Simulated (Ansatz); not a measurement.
Recipe of this trial structure of Ti3As4: ordered vacancies on the cation sites of zinc blende (P-4m2, No. 115) (occupants of the shared sites, in ratio, Ti: 3, vacant: 1). The dimensions are guesses.

```
Ti As
1.0
     4.11841    0.00000    0.00000
     0.00000    4.11841    0.00000
     0.00000    0.00000   11.64862
Ti As
3 4
Direct
  0.00000 0.00000 0.75000
  0.50000 0.50000 0.50000
  0.00000 0.00000 0.25000
  0.50000 0.00000 0.62500
  0.00000 0.50000 0.37500
  0.50000 0.00000 0.12500
  0.00000 0.50000 0.87500
```

All numbers below come from DFT PBE, scalar-relativistic, plane waves, PAW in Ansatz 0.2.0. Cutoff 420 eV, Gaussian smearing, Γ-centred meshes. Cell and atoms relax first on a coarse mesh and then on a finer one. In between, the cell is made exact in the group found at 0.06 Å. In metals the finer mesh still leaves noise of several meV/atom or more. The steps can't lower the symmetry of their start. No spin polarisation in the relaxation; trial moments died out in a coarse test.

A guess keeps its type if space group and coordination stay and the shape of the cell changes little (axis ratios within about 15 %, angles within 6°); the volume may change.

Question: Does this structure survive the relaxation?

Answer: It doesn't keep its type. The symmetry stays P-4m2 (No. 115). The volume per atom shrinks by 20.9 %, from 28.2 to 22.3 Å³. The shortest distance goes from 2.52 Å (Ti–As) to 2.48 Å (Ti–As). The ratio c/a of the conventional cell changes by a factor of 0.83. Counting neighbours within 15 % of an atom's shortest distance, the start has As 2/4, Ti 4 and the end As 4/8, Ti 4/6. In detail, at the end around Ti on a site of symmetry 2mm lie 6 As at 2.54–2.65 Å and 1 Ti at 3.24 Å; Ti on a site of symmetry -4m2 has 4 As at 2.48 Å; As on its first site is surrounded by 2 Ti at 2.48 Å and 2 Ti at 2.65 Å; 1 more site not described.

```
Ti As
1.0
     4.05132    0.00000    0.00000
     0.00000    4.05132    0.00000
     0.00000    0.00000    9.51750
Ti As
3 4
Direct
  0.00000 0.00000 0.82959
  0.50000 0.50000 0.50000
  0.00000 0.00000 0.17041
  0.50000 0.00000 0.65044
  0.00000 0.50000 0.34956
  0.50000 0.00000 0.00960
  0.00000 0.50000 0.99040
```

The zero of energy is the elements' standard structures at the same level; no fitted shifts are applied.

Question: At what energy does it end?

Answer: −0.31 eV/atom. A negative formation energy is needed for stability but isn't enough: competing phases decide.

The last run used a 10×10×4 mesh (in the run's order of axes) for its 7-atom cell and Gaussian smearing of 0.10 eV. The reference form of As is held partly by dispersion forces, which this level lacks. Symmetry constrained the relaxation, so the result can be a saddle point.

In counts of neighbours, a slash parts the counts of unlike sites.
